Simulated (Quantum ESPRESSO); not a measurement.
# TaTiNbO6F2: finding a planted mistake in a log

A calculation, not a measurement. The program is pw.x of Quantum ESPRESSO 7.5 (plane-wave density functional theory). The cell is made up: 11 atoms on a rutile lattice with one site empty, with randomly drawn elements, strain and displacements, not relaxed. PseudoDojo standard norm-conserving files (v0.5 for PBE, v0.4.1 for LDA and PBEsol) set the functional; there is no spin polarisation, spin-orbit coupling or dispersion term, and the masses in the input are unused placeholders.

Intended input:

```
&control calculation='scf', pseudo_dir='./dojo.nc.sr.pbe.v0_5.standard.upf', outdir='./o', disk_io='medium', tprnfor=.true., tstress=.true. /
&system ibrav=0, nat=11, ntyp=5, nbnd=50, ecutwfc=84.00895049, nosym=.true., tot_charge=0,
 occupations='smearing', smearing='fd', degauss=0.0018374661
/
&electrons conv_thr=7.350e-09, electron_maxstep=60, /
ATOMIC_SPECIES
F 1.0 F.upf
Nb 1.0 Nb.upf
O 1.0 O.upf
Ta 1.0 Ta.upf
Ti 1.0 Ti.upf
CELL_PARAMETERS angstrom
4.6814 0.0403 -0.0069
0.0403 4.5644 0.016
-0.0088 0.0205 5.7935
ATOMIC_POSITIONS angstrom
Ta 2.2671 2.2974 1.4744
Ti 0.0473 -0.0472 2.895
Nb 2.3035 2.354 4.3029
O 1.4991 1.3044 -0.0068
O 3.3579 3.2509 0.0285
F 3.7958 0.9386 1.4391
O 0.8394 3.6105 1.476
O 1.4668 1.3747 2.9553
O 3.278 3.127 2.9798
F 3.7945 0.9341 4.341
O 0.9273 3.7195 4.4019
K_POINTS automatic
5 5 4 1 1 1
```

The log is shortened where brackets say so; the opening notice, blank lines, dates and the lines on written files are dropped, and the path of the files is cut. It prints rydbergs, bohrs and kilobars, and counts compression as positive stress. Where no state is partly filled, the Fermi energy that it prints is only some level between the filled and the empty states on the mesh, and need not lie in the true gap.

Log of the intended run:

```
     Program PWSCF v.7.5
     Parallel version (MPI & OpenMP), running on       1 processor cores
     Number of MPI processes:                 1
     Threads/MPI process:                     1
     [start-up lines left out]
     bravais-lattice index     =            0
     lattice parameter (alat)  =       8.8469  a.u.
     unit-cell volume          =     835.3292 (a.u.)^3
     number of atoms/cell      =           11
     number of atomic types    =            5
     number of electrons       =        88.00
     number of Kohn-Sham states=           50
     kinetic-energy cutoff     =      84.0090  Ry
     charge density cutoff     =     336.0358  Ry
     scf convergence threshold =      7.3E-09
     mixing beta               =       0.7000
     number of iterations used =            8  plain     mixing
     Exchange-correlation= PBE
                           (   1   4   3   4   0   0   0)
     [axes and pseudopotential details left out]
   Cartesian axes
     site n.     atom                  positions (alat units)
         1        Ta     tau(   1) = (   0.4842597   0.4907319   0.3149365  )
         2        Ti     tau(   2) = (   0.0101034  -0.0100821   0.6183812  )
         3        Nb     tau(   3) = (   0.4920349   0.5028219   0.9191131  )
         4        O      tau(   4) = (   0.3202125   0.2786240  -0.0014525  )
         5        O      tau(   5) = (   0.7172581   0.6944025   0.0060877  )
         6        F      tau(   6) = (   0.8107949   0.2004879   0.3073963  )
         7        O      tau(   7) = (   0.1792985   0.7712142   0.3152783  )
         8        O      tau(   8) = (   0.3133131   0.2936403   0.6312614  )
         9        O      tau(   9) = (   0.7001912   0.6679371   0.6364947  )
        10        F      tau(  10) = (   0.8105172   0.1995267   0.9272513  )
        11        O      tau(  11) = (   0.1980742   0.7944970   0.9402598  )
     number of k points=    50  Fermi-Dirac smearing, width (Ry)=  0.0018
                       cart. coord. in units 2pi/alat
        k(    1) = (   0.0992800   0.1013373   0.1008015), wk =   0.0400000
        k(    2) = (   0.0995839   0.1006265   0.3028231), wk =   0.0400000
     [further k points left out]
     Dense  grid:    86859 G-vectors     FFT dimensions: (  54,  54,  64)
     Estimated max dynamical RAM per process >     147.72 MB
     Initial potential from superposition of free atoms
     starting charge      87.9951, renormalised to      88.0000
     Starting wfcs are   62 randomized atomic wfcs
     total cpu time spent up to now is       21.3 secs
     per-process dynamical memory:    80.5 Mb
     Self-consistent Calculation
     iteration #  1     ecut=    84.01 Ry     beta= 0.70
     Davidson diagonalization with overlap
     ethr =  1.00E-02,  avg # of iterations =  2.0
     total cpu time spent up to now is       65.3 secs
     total energy              =    -668.59963610 Ry
     estimated scf accuracy    <       5.09731966 Ry
     iteration #  2     ecut=    84.01 Ry     beta= 0.70
     Davidson diagonalization with overlap
     ethr =  5.79E-03,  avg # of iterations =  6.1
     total cpu time spent up to now is      135.1 secs
     total energy              =    -662.59120844 Ry
     estimated scf accuracy    <      63.60242457 Ry
     [iterations 3 to 22 left out]
     iteration # 23     ecut=    84.01 Ry     beta= 0.70
     Davidson diagonalization with overlap
     ethr =  3.61E-11,  avg # of iterations =  4.9
     total cpu time spent up to now is      998.4 secs
     total energy              =    -671.37618736 Ry
     estimated scf accuracy    <       0.00000004 Ry
     iteration # 24     ecut=    84.01 Ry     beta= 0.70
     Davidson diagonalization with overlap
     ethr =  3.61E-11,  avg # of iterations =  2.2
     total cpu time spent up to now is     1035.4 secs
     End of self-consistent calculation
     [lines on levels left out]
     the Fermi energy is     9.5403 ev
!    total energy              =    -671.37618737 Ry
     estimated scf accuracy    <          2.6E-09 Ry
     smearing contrib. (-TS)   =       0.00000000 Ry
     internal energy E=F+TS    =    -671.37618737 Ry
     The total energy is F=E-TS. E is the sum of the following terms:
     one-electron contribution =    -225.75954409 Ry
     hartree contribution      =     158.89368610 Ry
     xc contribution           =    -145.50405774 Ry
     ewald contribution        =    -459.00627164 Ry
     convergence has been achieved in  24 iterations
     Forces acting on atoms (cartesian axes, Ry/au):
     atom    1 type  4   force =    -0.01156320    0.08461779   -0.32612217
     atom    2 type  5   force =     0.06161598   -0.08849771    0.02921112
     atom    3 type  2   force =    -0.04903252    0.08161113    0.39019252
     atom    4 type  3   force =     0.03626133    0.03639488    0.03824361
     atom    5 type  3   force =    -0.09814140   -0.08307823    0.02046308
     atom    6 type  1   force =    -0.00943911    0.00712463    0.03185833
     atom    7 type  3   force =     0.03446685   -0.00787782    0.07227677
     atom    8 type  3   force =    -0.07715317   -0.10830396   -0.04040491
     atom    9 type  3   force =     0.11123652    0.09551306   -0.09474725
     atom   10 type  1   force =    -0.00634850    0.00189169   -0.02810204
     atom   11 type  3   force =     0.00809721   -0.01939544   -0.09286907
     Total force =     0.613040     Total SCF correction =     0.000127
     Computing stress (Cartesian axis) and pressure
          total   stress  (Ry/bohr**3)                   (kbar)     P=      143.12
   0.00076068   0.00014673  -0.00013232          111.90       21.58      -19.47
   0.00014673   0.00087790  -0.00016657           21.58      129.14      -24.50
  -0.00013232  -0.00016657   0.00128010          -19.47      -24.50      188.31
     init_run     :     19.68s CPU     21.06s WALL (       1 calls)
     electrons    :    984.03s CPU   1014.07s WALL (       1 calls)
     forces       :      8.79s CPU      8.85s WALL (       1 calls)
     stress       :     26.12s CPU     26.31s WALL (       1 calls)
     [timing details left out]
     PWSCF        :  17m19.02s CPU  17m51.57s WALL
     JOB DONE.
```

A second run was made from an input with one planted mistake. Its log:

```
     Program PWSCF v.7.5
     Parallel version (MPI & OpenMP), running on       1 processor cores
     Number of MPI processes:                 1
     Threads/MPI process:                     1
     [start-up lines left out]
     bravais-lattice index     =            0
     lattice parameter (alat)  =       8.8469  a.u.
     unit-cell volume          =     835.3292 (a.u.)^3
     number of atoms/cell      =           11
     number of atomic types    =            5
     number of electrons       =        88.00
     number of Kohn-Sham states=           50
     kinetic-energy cutoff     =      84.0090  Ry
     charge density cutoff     =     336.0358  Ry
     scf convergence threshold =      2.2E-03
     mixing beta               =       0.7000
     number of iterations used =            8  plain     mixing
     Exchange-correlation= PBE
                           (   1   4   3   4   0   0   0)
     [axes and pseudopotential details left out]
   Cartesian axes
     site n.     atom                  positions (alat units)
         1        Ta     tau(   1) = (   0.4842597   0.4907319   0.3149365  )
         2        Ti     tau(   2) = (   0.0101034  -0.0100821   0.6183812  )
         3        Nb     tau(   3) = (   0.4920349   0.5028219   0.9191131  )
         4        O      tau(   4) = (   0.3202125   0.2786240  -0.0014525  )
         5        O      tau(   5) = (   0.7172581   0.6944025   0.0060877  )
         6        F      tau(   6) = (   0.8107949   0.2004879   0.3073963  )
         7        O      tau(   7) = (   0.1792985   0.7712142   0.3152783  )
         8        O      tau(   8) = (   0.3133131   0.2936403   0.6312614  )
         9        O      tau(   9) = (   0.7001912   0.6679371   0.6364947  )
        10        F      tau(  10) = (   0.8105172   0.1995267   0.9272513  )
        11        O      tau(  11) = (   0.1980742   0.7944970   0.9402598  )
     number of k points=    50  Fermi-Dirac smearing, width (Ry)=  0.0018
                       cart. coord. in units 2pi/alat
        k(    1) = (   0.0992800   0.1013373   0.1008015), wk =   0.0400000
        k(    2) = (   0.0995839   0.1006265   0.3028231), wk =   0.0400000
     [further k points left out]
     Dense  grid:    86859 G-vectors     FFT dimensions: (  54,  54,  64)
     Estimated max dynamical RAM per process >     147.72 MB
     Initial potential from superposition of free atoms
     starting charge      87.9951, renormalised to      88.0000
     Starting wfcs are   62 randomized atomic wfcs
     total cpu time spent up to now is       14.3 secs
     per-process dynamical memory:    86.9 Mb
     Self-consistent Calculation
     iteration #  1     ecut=    84.01 Ry     beta= 0.70
     Davidson diagonalization with overlap
     ethr =  1.00E-02,  avg # of iterations =  2.0
     total cpu time spent up to now is       49.0 secs
     total energy              =    -668.59963610 Ry
     estimated scf accuracy    <       5.09731966 Ry
     iteration #  2     ecut=    84.01 Ry     beta= 0.70
     Davidson diagonalization with overlap
     ethr =  5.79E-03,  avg # of iterations =  6.1
     total cpu time spent up to now is      114.0 secs
     total energy              =    -662.59120844 Ry
     estimated scf accuracy    <      63.60242457 Ry
     [iterations 3 to 14 left out]
     iteration # 15     ecut=    84.01 Ry     beta= 0.70
     Davidson diagonalization with overlap
     ethr =  1.93E-05,  avg # of iterations =  1.6
     total cpu time spent up to now is      513.9 secs
     total energy              =    -671.37554488 Ry
     estimated scf accuracy    <       0.00534393 Ry
     iteration # 16     ecut=    84.01 Ry     beta= 0.70
     Davidson diagonalization with overlap
     c_bands:  1 eigenvalues not converged
     ethr =  6.07E-06,  avg # of iterations =  7.6
     total cpu time spent up to now is      542.1 secs
     End of self-consistent calculation
     [lines on levels left out]
     the Fermi energy is     9.5405 ev
!    total energy              =    -671.37547575 Ry
     estimated scf accuracy    <       0.00071998 Ry
     smearing contrib. (-TS)   =       0.00000000 Ry
     internal energy E=F+TS    =    -671.37547575 Ry
     The total energy is F=E-TS. E is the sum of the following terms:
     one-electron contribution =    -225.88195136 Ry
     hartree contribution      =     159.01224668 Ry
     xc contribution           =    -145.49949943 Ry
     ewald contribution        =    -459.00627164 Ry
     convergence has been achieved in  16 iterations
     Forces acting on atoms (cartesian axes, Ry/au):
     atom    1 type  4   force =    -0.01100556    0.08402058   -0.32604850
     atom    2 type  5   force =     0.06199018   -0.08844408    0.02918442
     atom    3 type  2   force =    -0.04877075    0.08085530    0.39021657
     atom    4 type  3   force =     0.03626020    0.03678915    0.03777366
     atom    5 type  3   force =    -0.09874356   -0.08326065    0.02026969
     atom    6 type  1   force =    -0.00907242    0.00691366    0.03220726
     atom    7 type  3   force =     0.03324037   -0.00689971    0.07214038
     atom    8 type  3   force =    -0.07783018   -0.10918358   -0.04016392
     atom    9 type  3   force =     0.11210776    0.09632528   -0.09433412
     atom   10 type  1   force =    -0.00600177    0.00170091   -0.02818856
     atom   11 type  3   force =     0.00782572   -0.01881685   -0.09305689
     Total force =     0.613310     Total SCF correction =     0.075143
     SCF correction compared to forces is large: reduce conv_thr to get better values
     Computing stress (Cartesian axis) and pressure
          total   stress  (Ry/bohr**3)                   (kbar)     P=      148.80
   0.00079097   0.00013057  -0.00013324          116.36       19.21      -19.60
   0.00013057   0.00091031  -0.00016392           19.21      133.91      -24.11
  -0.00013324  -0.00016392   0.00133338          -19.60      -24.11      196.15
     init_run     :     12.81s CPU     14.17s WALL (       1 calls)
     electrons    :    490.55s CPU    527.79s WALL (       1 calls)
     forces       :      5.52s CPU      5.58s WALL (       1 calls)
     stress       :     21.10s CPU     21.26s WALL (       1 calls)
     [timing details left out]
     PWSCF        :   8m50.17s CPU   9m29.19s WALL
     JOB DONE.
```

Question: what was wrong in the second input?

Answer: the self-consistency threshold is too loose. The input lines that differ, file-writing options aside:

```
- &electrons conv_thr=7.350e-09, electron_maxstep=60, /
+ &electrons conv_thr=2.205e-03, electron_maxstep=60, /
```

|  | intended run | run with the mistake |
| --- | --- | --- |
| free energy (eV) | -9134.538 | -9134.529 |
| smearing term -TS (eV) | 0.0000 | 0.0000 |
| pressure (GPa) | 14.31 | 14.88 |
| largest force component (eV/Å) | 10.032 | 10.033 |
| largest change of a force component (eV/Å) |  | 0.032 |
| iterations | 24 | 16 |

For scale, a rerun of the intended cell at a cutoff of 1467 eV and k mesh 7 x 7 x 6 moved values by no more than 0.004 eV in energy, 0.04 GPa in stress and 0.003 eV/Å in force.